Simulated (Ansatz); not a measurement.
Competing collinear orders in Co (P63/mmc)

The source of the geometry is a structure as deposited in COD; atoms and cell stay fixed.

Settings: PBE, 15×15×8 k mesh, Fermi–Dirac smearing of 0.08 eV. PAW means Ansatz 0.2.0 on its default frozen-core files; LAPW is all-electron LAPW in Ansatz 0.2.0. Site moments are integrated in spheres about the atoms, whose radii differ between the methods.

The reference run was typed so:

```yaml
crystal:
  lattice:
    - [2.5074, 0.0, 0.0]
    - [-1.2537, 2.1714720974, 0.0]
    - [0.0, 0.0, 4.0699]
  atoms:
    - { symbol: Co, position: [0.3333333333, 0.6666666667, 0.25], spin: 2.0 }
    - { symbol: Co, position: [0.6666666667, 0.3333333333, 0.75], spin: 2.0 }
magnetization:
  spin_polarized: true
kpoints:
  mp_grid: { grid: [15, 15, 8] }
scf:
  occupations: { method: fermi_dirac, width: 0.08 }
  lower_state_search: "off"
hamiltonian:
  xc: pbe
  pseudopotentials: { kind: paw }
output:
  forces: true
  stress: true
  eigenvalues: true
  populations: true
```

Command: `ansatz run input.yaml --threads 1 --pin off --max-ram 3072MiB --backend cpu --events-out ev --progress --plain --runs-dir out`

The input for «start Co1↑ Co2↓» by LAPW differs from it in these lines, output keys apart:

```diff
-    - { symbol: Co, position: [0.6666666667, 0.3333333333, 0.75], spin: 2.0 }
+    - { symbol: Co, position: [0.6666666667, 0.3333333333, 0.75], spin: -2.0 }
-  pseudopotentials: { kind: paw }
+  pseudopotentials: { kind: all_electron, lapw: { basis_error: 0.001 } }
```

Energies count from the run that starts all moments parallel. Patterns list the atoms that start with 0.5 μB or more.

```csv
start,ΔF PAW (meV/atom),ΔF LAPW (meV/atom),"largest moment, PAW (μB)","M, PAW (μB/cell)","order at the end, PAW","P, PAW (GPa)"
"Co1↑, Co2↑",0.0,0.0,1.71,3.27,kept,-3.8
"Co1↑, Co2↓",+222.0,+222.3,?,0.00,kept,-9.8
no spin polarisation,?,–,0.00,0.00,–,-14.6
```

Task: What belongs in the row "Co1↑, Co2↓", column "largest moment, PAW (μB)"?

Result: 1.00.

Task: What belongs in the row "no spin polarisation", column "ΔF PAW (meV/atom)"?

Result: +232.5.

The lowest of these ends as follows. Site moments (μB): Co1 1.71, Co2 1.71. Cell moment 3.27 μB. Orders of other supercells weren't tried and can lie lower.

The Ansatz runs typed with the search for lower states off end where their start leads. These are results for the start and cell typed. The real compound can order otherwise, in a larger cell, or not at all, since semilocal functionals at zero temperature often overstate magnetism.
